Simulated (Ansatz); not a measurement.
Here is the system:

ZrSiRu:
```cif
data_Ru3Si3Zr3
_chemical_formula_sum 'Ru3 Zr3 Si3'
_space_group_name_H-M_alt 'P-62m'
_space_group_IT_number 189
_space_group_name_Hall 'P -6 -2'
_cell_length_a 6.68057
_cell_length_b 6.68057
_cell_length_c 3.69463
_cell_angle_alpha 90.000
_cell_angle_beta 90.000
_cell_angle_gamma 120.000
loop_
_atom_site_label
_atom_site_type_symbol
_atom_site_symmetry_multiplicity
_atom_site_Wyckoff_symbol
_atom_site_fract_x
_atom_site_fract_y
_atom_site_fract_z
_atom_site_occupancy
Ru1 Ru 3 f 0.00000 0.24386 0.00000 1
Zr1 Zr 3 g 0.41524 0.41524 0.50000 1
Si1 Si 1 b 0.00000 0.00000 0.50000 1
Si2 Si 2 c 0.33333 0.66667 0.00000 1
```

This is the r²SCAN-relaxed structure.

Problem. All from r²SCAN in the plane-wave PAW code Ansatz, unless another level is named. Give the electronic character.

Solution. metallic (no gap).

Problem. Predict the density of states at the Fermi level.

Solution. 0.42 states/eV per atom (mean over ±0.08 eV).

Problem. Give the formation energy from the elements (no fitted shifts).

Solution. -1.00 eV/atom.

Problem. And the gap with spin–orbit coupling?

Solution. none (metallic).

The workflow started from an entry of the Crystallography Open Database (COD). Whether it is the stable phase at ambient conditions was not checked. Symmetry was held in the r²SCAN relaxation; its stability against distortions is not shown here. No spin polarisation was allowed. The references are the lowest solids computed at this level, not always the standard phases. Scalar-relativistic: spin–orbit coupling is off unless named, which matters more the heavier the elements.

Potentials: the later of the program's two PAW sets.
